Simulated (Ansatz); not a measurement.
AlGaAs₂:
```
CELL_PARAMETERS angstrom
      4.05970     0.00000     0.00000
      0.00000     4.05970     0.00000
      0.00000     0.00000     5.72862
ATOMIC_POSITIONS crystal
  Ga 0.00000 0.00000 0.00000
  As 0.50000 0.00000 0.25162
  Al 0.50000 0.50000 0.50000
  As 0.00000 0.50000 0.74838
```

Relaxed with PBE. Special points in fractions of this cell's reciprocal vectors: Γ (0.000, 0.000, 0.000); X (0.000, 0.500, 0.000); M (0.500, 0.500, 0.000); Z (0.000, 0.000, 0.500); R (0.000, 0.500, 0.500); A (0.500, 0.500, 0.500).

Problem. List the band energies nearest the valence-band maximum at these points for plane-wave PAW PBE (Ansatz code).

Solution. In eV from the valence-band maximum; about four levels below and three above (degenerate sets whole), none deeper than 8.9 eV; points with the same levels are listed once.

| k | below | above |
|---|---|---|
| Γ | -2.31 -2.31 -0.04 0.00 0.00 | 0.86 1.59 2.12 |
| X | -2.96 -2.93 -1.05 -0.96 | 2.84 3.12 5.51 |
| M | -2.29 -2.29 -2.29 -2.28 | 1.51 1.54 1.54 |
| Z | -1.52 -1.52 -1.34 -1.34 | 2.05 2.49 3.41 |
| R | -1.00 -0.96 -0.88 -0.87 | 0.98 1.93 4.48 |
| A | -3.24 -3.09 -2.90 -2.90 | 4.49 4.49 4.61 |

Space group P-4m2. The start of the workflow was typed in or built on a structure type; neither database checked (COD, Materials Project) lists it. Whether it is the stable phase at ambient conditions was not checked. The cell was relaxed with PBE under the symmetry of its start; its stability against distortions is not shown here. Scalar-relativistic: spin–orbit coupling is off unless named, which matters more the heavier the elements.

Potentials: the later of the program's two PAW sets.
